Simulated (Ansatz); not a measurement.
# VBiO4: from a starting cell to a relaxed one

The start is a generated trial cell of VBiO4 in the zircon structure type. The structure is fully relaxed (lattice and positions, P = 0) with PBEsol (plane waves to 420 eV, PAW, scalar-relativistic; Ansatz, a quantum-chemistry and plane-wave program). The first steps use a coarse 4×4×4 k-mesh.

Starting cell:
```
VBiO4
1.0
   -3.50076     3.50076     3.16967
    3.50076    -3.50076     3.16967
    3.50076     3.50076    -3.16967
O V Bi
8 2 2
Direct
  0.13610   0.32010   0.81600
  0.61390   0.92990   0.68400
  0.24590   0.92990   0.31600
  0.50410   0.32010   0.18400
  0.67990   0.86390   0.18400
  0.07010   0.75410   0.68400
  0.07010   0.38610   0.31600
  0.67990   0.49590   0.81600
  0.50000   0.50000   0.00000
  0.25000   0.75000   0.50000
  0.75000   0.25000   0.50000
  0.00000   0.00000   0.00000
```
Spin-polarised start, with parallel moments on V.

**Question.** How large is the pressure on the unrelaxed cell, and of which sign?

**Answer.** +11.4 GPa (positive: the cell is compressed).

**Question.** What is the largest force in the starting geometry, and on which atom (counted from 1)?

**Answer.** 1.25 eV/Å, on O1, O2, O3, O4, O5, O6, O7, O8 (atoms numbered as listed).

**Question.** How does the volume change?

**Answer.** +9.9 %, from 12.95 to 14.23 Å³/atom.

**Question.** How do the shortest distances between atoms change?

**Answer.** The closest pairs of elements (up to four, under 3.6 Å), start → end: O–V 1.72 → 1.71 Å; Bi–O 2.26 → 2.38 Å; O–O 2.58 → 2.65 Å; Bi–V 3.17 → 3.20 Å.

**Question.** Is the relaxed structure metallic? Give its gap.

**Answer.** 2.55 eV, direct at k = (0.3333, 0.3333, -0.3333) (no spin-orbit coupling).

**Question.** Give the final cell and atomic positions.

**Answer.** 
```cif
data_Bi4O16V4
_chemical_formula_sum 'O16 V4 Bi4'
_space_group_name_H-M_alt 'I41/amd :1'
_space_group_IT_number 141
_space_group_name_Hall 'I 4bw 2bw -1bw'
_cell_length_a 7.30322
_cell_length_b 7.30322
_cell_length_c 6.40525
_cell_angle_alpha 90.000
_cell_angle_beta 90.000
_cell_angle_gamma 90.000
loop_
_atom_site_label
_atom_site_type_symbol
_atom_site_symmetry_multiplicity
_atom_site_Wyckoff_symbol
_atom_site_fract_x
_atom_site_fract_y
_atom_site_fract_z
_atom_site_occupancy
O1 O 16 h 0.31884 0.00000 0.07997 1
V1 V 4 b 0.00000 0.00000 0.50000 1
Bi1 Bi 4 a 0.00000 0.00000 0.00000 1
```
(The calculation used a cell of 12 atoms; values per cell refer to that cell.)

The space group stays I4₁/amd (No. 141) (the run could not lower it); the end is AFLOW prototype A4BC_tI24_141_h_b_a (as in ZrSiO4), with 12 atoms in the primitive cell. Final values are on a 6×6×6 k-mesh of the relaxed cell. No spin polarisation in the result: the starting moments vanished. The d or f electrons are treated with no Hubbard U. Without spin-orbit coupling the bands of the heavy element are not split, so the gap can be far off.

The run could not lose the symmetry of its start.

The first start was generated by placing the elements on the sites of a structure type. A measured structure of VBiO4 has the same space group, I4₁/amd (No. 141); the sites were not compared with it. Another known form has space group No. 88.
